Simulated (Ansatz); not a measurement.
As (bcc (W type), Im-3m) under volume change, the program Ansatz at the r²SCAN level (PAW), scaled uniformly.

```json
[
 {"V (Å³/atom)": "17.150", "E − E(relaxed) (meV/atom)": "45.9", "P (GPa)": "9.31"},
 {"V (Å³/atom)": "17.716", "E − E(relaxed) (meV/atom)": "19.6", "P (GPa)": "5.74"},
 {"V (Å³/atom)": "18.281", "E − E(relaxed) (meV/atom)": "4.7", "P (GPa)": "2.75"},
 {"V (Å³/atom)": "18.846", "E − E(relaxed) (meV/atom)": "0.0", "P (GPa)": "-0.01"},
 {"V (Å³/atom)": "19.412", "E − E(relaxed) (meV/atom)": "4.3", "P (GPa)": "-2.37"},
 {"V (Å³/atom)": "19.977", "E − E(relaxed) (meV/atom)": "16.3", "P (GPa)": "-4.37"},
 {"V (Å³/atom)": "20.543", "E − E(relaxed) (meV/atom)": "34.7", "P (GPa)": "-5.98"}
]
```

### Question
What does a third-order Birch–Murnaghan fit give for V₀, B₀ and B′?

### Answer
V₀ = 18.85 Å³/atom, B₀ = 82.7 GPa, B′ = 3.8.

A made-up cell: these elements were put on the sites of a structure type; neither database checked (COD, Materials Project) lists it. It is not the phase usual at ambient conditions (space group No. 166). Symmetry was held in the r²SCAN relaxation; whether a distortion lowers the energy is not shown.

Potentials: the earlier of the program's two PAW sets.
